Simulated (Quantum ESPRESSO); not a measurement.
# Moving one atom in Si7C

The results below are calculated, not measured. They come from pw.x of Quantum ESPRESSO 7.5, a plane-wave density functional program, with PseudoDojo standard norm-conserving files (v0.5 for PBE, v0.4.1 for LDA and PBEsol). The cells are made up: elements, strain and atom displacements were drawn at random, and nothing was relaxed. There is no spin polarisation, spin-orbit coupling or dispersion term.

The cell has 8 sites of a zincblende or diamond lattice. Sites 1 to 4 hold Si Si C Si; sites 5 to 8 hold Si Si Si Si. Cell vectors in Å: (5.346, 0.045, -0.100); (0.045, 5.342, -0.034); (-0.100, -0.034, 5.292). Settings: PBE, cutoff 1116 eV, 6 x 6 x 6 k mesh shifted by half a step, Fermi-Dirac smearing of 0.1 eV.

Each run shifts the Si atom on site 7 along z and leaves all else fixed. Site 3 is one of its nearest neighbours. E is the free energy of the cell above the lowest run shown.

```
run,shift (Å),Fz on site 7 (eV/Å),Fz on site 3 (eV/Å),P (GPa),E (meV)
1,-0.1011,-3.654,-0.368,-1.03,0.0
3,-0.0197,-4.671,-0.279,-0.53,339.4
4,0.0258,-5.198,-0.246,-0.19,564.1
5,0.0885,-5.866,-0.219,0.35,911.3
6,0.0977,-5.958,-0.217,0.43,965.7
7,0.1131,-6.107,-0.215,0.58,1058.6
2,-0.0336,?,?,?,?
```

A rerun of one of these cells at 1347 eV and k mesh 8 x 8 x 8 moved values by no more than 0.002 eV in the cell's energy, 0.02 GPa in stress and 0.010 eV/Å in force.

## Worked fit

A parabola through the six runs shown gives Fz on site 7 = -4.904 - 11.56 u + 8.0 u² eV/Å, with u in Å and a scatter of 0.003 eV/Å. Minus the slope, 11.56 ± 0.09 eV/Å², is this atom's force constant along z at u = 0, with its periodic images moving too. The fitted force does not vanish within the range. The error is the larger of the fit's own and the change that a cubic makes, rounded up.

## Withheld run

Question: what Fz on site 7 should run 2 give?

The fit gives -4.507 eV/Å. The calculation gave -4.503 eV/Å.

| run | shift (Å) | Fz on site 7 (eV/Å) | Fz on site 3 (eV/Å) | P (GPa) | E (meV) |
| --- | --- | --- | --- | --- | --- |
| 2 | -0.0336 | -4.503 | -0.291 | -0.62 | 275.6 |